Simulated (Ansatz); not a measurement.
**Stress against strain in Ca**

```yaml
crystal:
  lattice:
    - [0.00000, 2.79420, 2.79420]
    - [2.79420, 0.00000, 2.79420]
    - [2.79420, 2.79420, 0.00000]
  atoms:
    - { symbol: Ca, position: [0.00000, 0.00000, 0.00000] }
```

The structure is an experimental refinement, used without relaxation.

Theory: Ansatz 0.2.0, DFT, PBEsol, all-electron LAPW, scalar-relativistic.

Settings: a Γ-centred 11×11×11 k mesh, Fermi–Dirac smearing of 0.05 eV, basis error target 1 meV/atom, no spin polarisation.

The strain is applied along the Cartesian axes of the cell as listed (γ is the engineering shear, twice εxy = εyz = εzx). Fractional coordinates are held (clamped ions).

σ is the change of stress from the unstrained cell, which is at -1.16 GPa; tension is positive, so slopes are stress–strain coefficients at that pressure. In a metal the k mesh adds noise.

Only quantities that a quadratic follows smoothly over the whole series are listed; rougher ones are left out.

```tsv
γ	σxy (GPa)
-0.0200	-0.27
-0.0100	-0.14
0.0000	0.00
0.0200	0.29
```

Task: Fit the series and read off the stiffness at zero strain.

Result: Least-squares fits y = p0 + p1 x + p2 x² to the rows give σxy (GPa): p1 = 14, p2 = 27. So C44 (clamped ions) = 14 GPa.

Task: One run, at γ = 0.0100, is withheld. Predict its row.

Result: The fits give 0.14; the run gave 0.14.
